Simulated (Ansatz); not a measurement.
Values for one crystal, relaxed and computed with plane-wave PAW PBE (Ansatz code); other levels are named.

* **Volume per atom**: 8.19 Å³
* **Band gap**: 0.29 eV (indirect)
* **Smallest direct gap on the standard path**: 2.33 eV
* **Valence-band maximum**: at Γ
* **Hole effective mass, band 1 of 2 at the edge**: 0.63 along x, 4.2 along z (mₑ)
* **Hole effective mass, band 2 of 2 at the edge**: 0.24 along x, 4.2 along z (mₑ)
* **Electron effective mass**: 0.26, 0.32, 0.59 mₑ (principal values)

Problem. Pick the material that matches.
A. SiRu, P2_13 (Si on 4a, Ru on 4a)
B. SiO2, rutile
C. BAs, P4_2/mnm (B on 4g, As on 4f)
D. SiBCN, R3m (B on 3a, N on 3a, Si on 3a, C on 3a)

Solution. D, SiBCN, R3m (B on 3a, N on 3a, Si on 3a, C on 3a)

The start of the workflow was typed in or built on a structure type; neither database checked (COD, Materials Project) lists it. Its standing as an ambient phase is unchecked. The PBE relaxation kept the symmetry of its start; whether a distortion lowers the energy is not shown. The volume moved by -18 % from the start of the relaxation.

Potentials: the earlier of the program's two PAW sets.
